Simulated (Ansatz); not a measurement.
With plane-wave PAW PBE (Ansatz code), Mn2SiB2 in the orthorhombic phase (Cmmm; Si on 2a, Mn on 4j, B on 4i) relaxes to a = 2.993 Å, b = 10.430 Å, c = 2.758 Å. Its formation energy from the elements is -342 meV/atom, with no fitted shifts.

Electronic character: metallic (no gap). The magnetic state found is ferromagnetic. The net moment is 0.19 μB per atom.

The start of the workflow was typed in or built on a structure type; neither database checked (COD, Materials Project) lists it. Whether it is the stable phase at ambient conditions was not checked. Symmetry was held in the PBE relaxation; whether a distortion lowers the energy is not shown. Spin order of the final state: ferromagnetic, chosen from 2 collinear starts compared on coarse meshes (ties went to the first, and starts can fall back to one state), not a proven ground state. The references are the lowest solids computed at this level, not always the standard phases.

Potentials: the earlier of the program's two PAW sets.
